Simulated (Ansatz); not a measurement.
**Al3Ni (Pnma): electronic heat capacity and spin susceptibility from the density of states**

The calculation used DFT PBEsol, scalar-relativistic, plane waves, PAW in Ansatz 0.2.0.

Cutoff 420 eV; k points 6×6×8 on the computed 16-atom cell (Γ-centred); Gaussian smearing, width 0.10 eV; no spin polarisation.

Relaxed cell: Pnma, a = 6.589 Å, b = 7.318 Å, c = 4.763 Å, α = 90.00°, β = 90.00°, γ = 90.00°, 16 atoms in the primitive cell.

The density of states at the Fermi level is 4.376 states/eV in the cell of 16 atoms (4 formula units; both spins, tetrahedra on a 9×9×12 mesh). Averaged over bins of 0.1 eV the density runs from 3.4 to 5.8 states/eV within 0.2 eV of the Fermi level, so the figure hangs on the exact place of that level.

**Question.** What Sommerfeld coefficient and Pauli susceptibility does this give?

**Answer.** Per formula unit N(E_F) = 1.094 states/eV. γ = (π²/3) k_B² N(E_F) N_A = 2.357 mJ/(mol K²) per state/eV, so γ = 2.6 mJ/(mol K²), a mole of formula units. χ_P = μ_B² N(E_F) N_A = 3.23×10⁻⁵ emu/mol per state/eV gives 3.5×10⁻⁵ emu/mol. This is the bare band result: a measured γ of the same phase is as a rule larger by a factor 1 + λ from phonons and spin fluctuations, the spin part of χ is larger by the Stoner factor, and a measured χ also holds orbital and core terms. N(E_F) at one energy is sensitive to the mesh where the density of states has sharp peaks.

A ferromagnetic start lost its moments in a first run, so spin was left out; other magnetic orders weren't tried.

Cost: 1 run of about 9.2 core-minutes, on AMD EPYC 7R43 (Zen 3) (shared hosts).